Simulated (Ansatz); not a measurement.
Input and command of a plane-wave DFT calculation in Ansatz:

```yaml
crystal:
  lattice:
    - [1.775783402, 1.0252490251, 5.3633201422]
    - [-1.775783402, 1.0252490251, 5.3633201422]
    - [0.0, -2.0504980503, 5.3633201422]
  atoms:
    - { symbol: Al, position: [0.0, 0.0, 0.0] }
    - { symbol: As, position: [0.75, 0.75, 0.75] }
    - { symbol: As, position: [0.25, 0.25, 0.25] }
basis:
  ecutwfc: 420
kpoints:
  mp_grid: { grid: [6, 6, 6] }
hamiltonian:
  xc: pbe
scf:
  occupations: { method: gaussian, width: 0.1 }
  lower_state_search: "off"
output:
  forces: true
  stress: true
  eigenvalues: true
relax:
  adjacent_minimum: "off"
  f_tol: 0.04
  max_steps: 70
  cell: { stress_tol: 0.4 }
```

```bash
ansatz run input.yaml --threads 1 --pin off --max-ram 2560MiB --backend cpu --events-out ev --progress --plain --runs-dir out
```

Processor: Intel(R) Xeon(R) Platinum 8259CL CPU @ 2.50GHz (Skylake/Cascade Lake), 1 thread, on a host shared with other jobs.

Q: Estimate time, memory and problem size.

A: About 18 s on 1 thread of Intel(R) Xeon(R) Platinum 8259CL CPU @ 2.50GHz (Skylake/Cascade Lake), with other jobs on the host, peak memory 0.42 GiB. It solves 21 bands at 32 k points (the mesh reduced by the symmetry that the task leaves, which can be less than the crystal's) with about 1185 plane waves (on the last cell), in 46 SCF iterations over 7 ionic steps.
